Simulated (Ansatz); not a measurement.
# Ansatz 0.2.0, relaxation: CdSnRh2Se4

input.yaml:

```yaml
crystal:
  lattice:
    - [0.0, 5.9172, 0.0]
    - [5.9172, 0.0, 0.0]
    - [2.9586, 2.9586, -5.689136]
  atoms:
    - { symbol: Sn, position: [0.5, 0.5, 0.0] }
    - { symbol: Rh, position: [0.25, 0.75, 0.5] }
    - { symbol: Rh, position: [0.75, 0.25, 0.5] }
    - { symbol: Se, position: [0.4042, 0.4042, 0.7326] }
    - { symbol: Se, position: [0.5958, 0.1368, 0.2674] }
    - { symbol: Se, position: [0.8632, 0.8632, 0.7326] }
    - { symbol: Se, position: [0.1368, 0.5958, 0.2674] }
    - { symbol: Cd, position: [0.0, 0.0, 0.0] }
  symmetry: { tolerance: 0.0003 }
kpoints:
  mp_grid: { grid: [6, 6, 6], shift: [0, 0, 0] }
magnetization:
  spin_polarized: false
scf:
  occupations: { method: fermi_dirac }
  lower_state_search: "off"
hamiltonian:
  pseudopotentials: { kind: paw }
  xc: pbe
basis:
  ecutwfc: 420
  fft_grid_basis: typed
relax:
  max_steps: 80
  f_tol: 0.03
output:
  forces: true
  stress: true
  eigenvalues: true
  bader: true
  populations: true
  elf: true
  write_potential: true
  volumetric_format: npy
  dos:
    e_range: [-12, 8]
    de: 0.05
    projected: { site_lists: { Cd: [Cd], Rh: [Rh], Se: [Se], Sn: [Sn] } }
  write_density: true
checkpoint:
  read: saved_state
```

The command:

```bash
ansatz run input.yaml --threads 2 --pin off --max-ram 2560MiB --backend cpu --events-out ev --progress --plain --runs-dir out
```

Origin of the cell: a known structure type with other elements, at an estimated volume, so it need not be a known compound.

The smearing width isn't typed, so it takes its default of 0.1 eV.

The saved state is a converged single point of the same cell.

Steps:

```json
{"step": "1", "ΔF (meV/atom)": "0.0", "max force component (eV/Å)": "1.632", "SCF iterations": "6", "step was": "accepted"}
{"step": "2", "ΔF (meV/atom)": "-121.6", "max force component (eV/Å)": "0.295", "SCF iterations": "6", "step was": "accepted"}
{"step": "3", "ΔF (meV/atom)": "-126.4", "max force component (eV/Å)": "0.045", "SCF iterations": "5", "step was": "accepted"}
{"step": "4", "ΔF (meV/atom)": "-126.6", "max force component (eV/Å)": "0.015", "SCF iterations": "6", "step was": "accepted"}
```

Step 1, with forces in eV/Å:

```xyz
8
Lattice="0.000 5.917 0.000 5.917 0.000 0.000 2.959 2.959 -5.689" Properties=species:S:1:pos:R:3:forces:R:3 pbc="T T T" step=1
Sn    2.959    2.959    0.000    0.000    0.000    0.000
Rh    5.917    2.959   -2.845    0.000    0.000    0.000
Rh    2.959    5.917   -2.845    0.000    0.000    0.000
Se    4.559    4.559   -4.168   -1.253   -1.253    1.632
Se    1.601    4.317   -1.521   -1.253    1.253   -1.632
Se    7.275    7.275   -4.168    1.253    1.253    1.632
Se    4.317    1.601   -1.521    1.253   -1.253   -1.632
Cd    0.000    0.000    0.000    0.000    0.000    0.000
```

Step 2, with forces in eV/Å:

```xyz
8
Lattice="0.000 5.917 0.000 5.917 0.000 0.000 2.959 2.959 -5.689" Properties=species:S:1:pos:R:3:forces:R:3 pbc="T T T" step=2
Sn    2.959    2.959    0.000    0.000    0.000    0.000
Rh    5.917    2.959   -2.845    0.000    0.000    0.000
Rh    2.959    5.917   -2.845    0.000    0.000    0.000
Se    4.448    4.448   -4.053   -0.154   -0.154    0.295
Se    1.489    4.428   -1.636   -0.154    0.154   -0.295
Se    7.387    7.387   -4.053    0.154    0.154    0.295
Se    4.428    1.489   -1.636    0.154   -0.154   -0.295
Cd    0.000    0.000    0.000    0.000    0.000    0.000
```

Step 3, with forces in eV/Å:

```xyz
8
Lattice="0.000 5.917 0.000 5.917 0.000 0.000 2.959 2.959 -5.689" Properties=species:S:1:pos:R:3:forces:R:3 pbc="T T T" step=3
Sn    2.959    2.959    0.000    0.000    0.000    0.000
Rh    5.917    2.959   -2.845    0.000    0.000    0.000
Rh    2.959    5.917   -2.845    0.000    0.000    0.000
Se    4.426    4.426   -4.017   -0.045   -0.045    0.024
Se    1.468    4.449   -1.672   -0.045    0.045   -0.024
Se    7.408    7.408   -4.017    0.045    0.045    0.024
Se    4.449    1.468   -1.672    0.045   -0.045   -0.024
Cd    0.000    0.000    0.000    0.000    0.000    0.000
```

Step 4, with forces in eV/Å:

```xyz
8
Lattice="0.000 5.917 0.000 5.917 0.000 0.000 2.959 2.959 -5.689" Properties=species:S:1:pos:R:3:forces:R:3 pbc="T T T" step=4
Sn    2.959    2.959    0.000    0.000    0.000    0.000
Rh    5.917    2.959   -2.845    0.000    0.000    0.000
Rh    2.959    5.917   -2.845    0.000    0.000    0.000
Se    4.415    4.415   -4.014    0.012    0.012    0.015
Se    1.457    4.461   -1.675    0.012   -0.012   -0.015
Se    7.419    7.419   -4.014   -0.012   -0.012    0.015
Se    4.461    1.457   -1.675   -0.012    0.012   -0.015
Cd    0.000    0.000    0.000    0.000    0.000    0.000
```

```yaml
Free_energy_lowered_by: 126.6 meV/atom
Final_pressure: 3.64 GPa
Relaxation_steps_listed: 4
```

Caveats: no moments, though an odd count or open d shells may carry them; the SCF threshold is looser than advised for a stress; the relaxation held the start's symmetry, so the end may be a saddle point.

It ran for 200 s of wall time on 2 CPU thread(s) of a shared host, from a saved density.
